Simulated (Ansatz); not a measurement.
GaAs:
```cif
data_AsGa
_chemical_formula_sum 'Ga1 As1'
_space_group_name_H-M_alt 'P 1'
_space_group_IT_number 1
_cell_length_a 2.67589
_cell_length_b 2.67589
_cell_length_c 5.46671
_cell_angle_alpha 90.000
_cell_angle_beta 90.000
_cell_angle_gamma 90.000
loop_
_space_group_symop_operation_xyz
  'x, y, z'
loop_
_atom_site_label
_atom_site_type_symbol
_atom_site_fract_x
_atom_site_fract_y
_atom_site_fract_z
_atom_site_occupancy
Ga1 Ga 0.00000 0.00000 0.50000 1
As1 As 0.00000 0.00000 0.00000 1
```

Relaxed with r²SCAN.

### Question
Tabulate the valence density and the electron localisation function along the shortest Ga–Ga contact (2.68 Å), DFT-r²SCAN in the program Ansatz with PAW potentials.

### Answer


```tsv
distance from Ga (Å)	density (e/Å³)	ELF
0.27	23.71	0.03
0.40	9.52	0.05
0.54	3.26	0.12
0.67	1.28	0.22
0.80	0.68	0.29
0.94	0.44	0.32
1.07	0.33	0.38
1.20	0.28	0.48
1.34	0.27	0.53
1.47	0.28	0.48
1.61	0.33	0.38
1.74	0.44	0.32
1.87	0.68	0.29
2.01	1.28	0.22
2.14	3.26	0.12
2.27	9.52	0.05
2.41	23.71	0.03
```

The density is the valence pseudo-density with augmentation charge, so density and ELF within about 1 Å of a nucleus are not all-electron values.

Space group P4/mmm. The workflow started from a Materials Project entry (that database holds measured and hypothetical structures alike); the Crystallography Open Database copy checked does not list it. It is not the phase usual at ambient conditions (space group No. 216). The cell was relaxed with r²SCAN under the symmetry of its start; of distortions, only those at the zone centre were tested.

Potentials: the later of the program's two PAW sets.
